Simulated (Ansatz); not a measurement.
**Two inputs for Ca4RuN4**

Cell: a Materials Project structure (computed, not necessarily an observed phase).

```cif
data_Ca4RuN4
_symmetry_space_group_name_H-M 'P-1'
_symmetry_Int_Tables_number 2
_cell_length_a 6.0524
_cell_length_b 6.0730
_cell_length_c 8.6364
_cell_angle_alpha 87.604
_cell_angle_beta 70.233
_cell_angle_gamma 69.379
loop_
_atom_site_label
_atom_site_type_symbol
_atom_site_symmetry_multiplicity
_atom_site_Wyckoff_symbol
_atom_site_fract_x
_atom_site_fract_y
_atom_site_fract_z
Ca1 Ca 2 i 0.7349 0.7832 0.8455
Ca3 Ca 2 i 0.1914 0.7274 0.0188
Ca5 Ca 2 i 0.0595 0.7339 0.4312
Ca7 Ca 2 i 0.5719 0.2096 0.3793
Ru Ru 2 i 0.6147 0.7009 0.2432
N11 N 2 i 0.3016 0.9821 0.3832
N13 N 2 i 0.7314 0.9448 0.1099
N15 N 2 i 0.4192 0.5212 0.2024
N17 N 2 i 0.1715 0.5037 0.6616
```

One atom of each set is listed.

Reference run. Method: Kohn–Sham DFT in Ansatz, PBE, plane waves and PAW, scalar-relativistic, collinear spin, 420 eV cutoff, Γ-centred 6×6×4 k-points, Fermi–Dirac smearing 0.05 eV. Start moments as typed (μB): 2 on each Ru, none on the rest.

(1) The input is changed as follows: `basis.ecutwfc`: not typed → 350 eV; `scf.convergence.dr2_threshold`: not typed → 1e-05. What happens to V_zz (10²¹ V/m²) and η?

Answers

(1) 

| site | V_zz reference | η reference | V_zz changed | η changed |
| --- | --- | --- | --- | --- |
| Ca1 | -2.22 | 0.33 | -2.23 | 0.33 |
| Ca3 | -4.69 | 0.98 | -4.69 | 0.98 |
| Ca5 | 5.59 | 0.76 | 5.58 | 0.76 |
| Ca7 | 3.63 | 0.52 | 3.64 | 0.52 |
| Ru | 18.56 | 0.27 | 18.53 | 0.28 |
| N11 | 4.53 | 0.65 | 4.46 | 0.64 |
| N13 | -3.74 | 0.34 | -3.67 | 0.34 |
| N15 | -3.82 | 0.89 | -3.75 | 0.90 |
| N17 | 1.19 | 0.89 | 1.17 | 0.89 |

The largest change of V_zz is on N13, from -3.74 to -3.67. In per cent, |V_zz| changes by 0 on Ca, 0 on Ru, -2 to -1 on N (all sites that start above 2). SCF iterations: 18 and 16. New warnings: cutoff below recommended, force scf threshold loose, stress scf threshold loose. In the changed run the cutoff of 350 eV lies below the one recommended for these PAW files and the SCF threshold is loose, yet the gradients stay close to the reference.

On the reference run: The largest force is 0.3 eV/Å, so the atoms aren't at the calculated equilibrium and relaxing them would move these values. With no gap above 0.1 eV, as in a metal, the gradients converge slowly in k; expect changes of a tenth or more on a denser mesh. Without spin–orbit coupling (the program notes it for Ru) the gradients can shift somewhat, as the gap is small. With these PAW files V_zz is typically within 2 to 3 % of all-electron values, but misses above 10 % occur on Ru. Semilocal functionals make gaps too small and can close them, so the real compound need not be a metal. The start moments die out, and the run ends without spin.
